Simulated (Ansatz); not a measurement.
Relaxed Ca (fcc, Cu type):

```
CELL_PARAMETERS angstrom
      5.52650     0.00000     0.00000
      0.00000     5.52650     0.00000
      0.00000     0.00000     5.52650
ATOMIC_POSITIONS crystal
  Ca 0.00000 0.00000 0.00000
  Ca 0.50000 0.50000 0.00000
  Ca 0.50000 0.00000 0.50000
  Ca 0.00000 0.50000 0.50000
```

Scan: atom 2 (Ca, nearest neighbour Ca at 3.908 Å; its periodic images, 5.5 Å or more away, move with it) is displaced along Cartesian z, direction (0.000, 0.000, 1.000) in Cartesian axes, by s. The other atoms stay.

Computed with PBE (plane waves to 420 eV, PAW, scalar-relativistic; Ansatz, a first-principles code). k mesh 7×7×7 (Γ-centred), Fermi-Dirac smearing 0.05 eV. The energy includes the smearing's −TS. With partly filled bands, energies and forces of such displacements shift with the k mesh and the smearing. Ca was relaxed with its symmetry unable to fall. The zero of ΔE is the undisplaced structure. The last digit holds for this mesh only.

```
s (Å)   ΔE (meV/cell)
------  -------------
-0.390          168.3
-0.312          107.5
-0.234           60.4
-0.156           26.8
-0.078            6.7
0.000             0.0
0.078             6.7
0.156            26.8
0.234            60.4
0.312           107.5
0.390           168.3
```

Task: What force constant k = d²E/ds² at s = 0 does the table give?

Result: 2.2 eV/Å². It is the second difference of the nearest points, corrected with the next pair.

Task: With k = 2.20 eV/Å² from the forces, is the well harmonic out to s = 0.390 Å?

Result: ½ks² = 167 meV/cell against the computed 168 meV/cell, so the well is close to harmonic there.

(For displaced atoms, the force is minus the slope of the energy, and its curvature is a force constant, which sets phonon frequencies.)
